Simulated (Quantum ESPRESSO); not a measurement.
pw.x input (Quantum ESPRESSO 7.5; LDA, PseudoDojo standard norm-conserving files, scalar-relativistic):

```
&CONTROL
  calculation = 'scf'
  pseudo_dir = './pseudo'
  outdir = './out'
  tprnfor = .true.
  tstress = .true.
/
&SYSTEM
  ibrav = 0
  nat = 2
  ntyp = 2
  ecutwfc = 84.0
  ecutrho = 336.0
  occupations = 'smearing'
  smearing = 'fd'
  degauss = 0.002
  nbnd = 8
/
&ELECTRONS
  conv_thr = 2e-10
/
ATOMIC_SPECIES
B 10.8100 B.upf
N 14.0070 N.upf
CELL_PARAMETERS angstrom
  1.251119912000   0.722334418000   3.372933000000
 -1.251119912000   0.722334418000   3.372933000000
  0.000000000000  -1.444668836000   3.372933000000
ATOMIC_POSITIONS crystal
B   0.999670000000   0.999670000000   0.999670000000
N   0.332763000000   0.332763000000   0.332763000000
K_POINTS automatic
12 12 12 0 0 0
```

End of the output:

```
     total energy              =     -26.84233180 Ry
     estimated scf accuracy    <          2.3E-09 Ry
     total energy              =     -26.84233181 Ry
     estimated scf accuracy    <          9.7E-09 Ry
     total energy              =     -26.84233181 Ry
     estimated scf accuracy    <          3.6E-10 Ry
[...]
     the Fermi energy is     7.0478 ev
!    total energy              =     -26.84233181 Ry
     estimated scf accuracy    <          3.5E-12 Ry
     smearing contrib. (-TS)   =       0.00000000 Ry
     internal energy E=F+TS    =     -26.84233181 Ry
     The total energy is F=E-TS. E is the sum of the following terms:
     one-electron contribution =      -8.58772655 Ry
     hartree contribution      =       8.37283131 Ry
     xc contribution           =      -8.60666908 Ry
     ewald contribution        =     -18.02076748 Ry
     convergence has been achieved in  10 iterations
     Forces acting on atoms (cartesian axes, Ry/au):
     atom    1 type  1   force =     0.00000000    0.00000000   -0.00009464
     atom    2 type  2   force =     0.00000000    0.00000000    0.00009464
     Total force =     0.000134     Total SCF correction =     0.000000
     Computing stress (Cartesian axis) and pressure
          total   stress  (Ry/bohr**3)                   (kbar)     P=      -41.92
  -0.00039410   0.00000000   0.00000000          -57.97        0.00        0.00
   0.00000000  -0.00039410   0.00000000            0.00      -57.97        0.00
   0.00000000   0.00000000  -0.00006672            0.00        0.00       -9.81
```
In a gapped system the printed Fermi energy is only some level inside the gap.

Geometry of the Materials Project entry, not relaxed at this level.
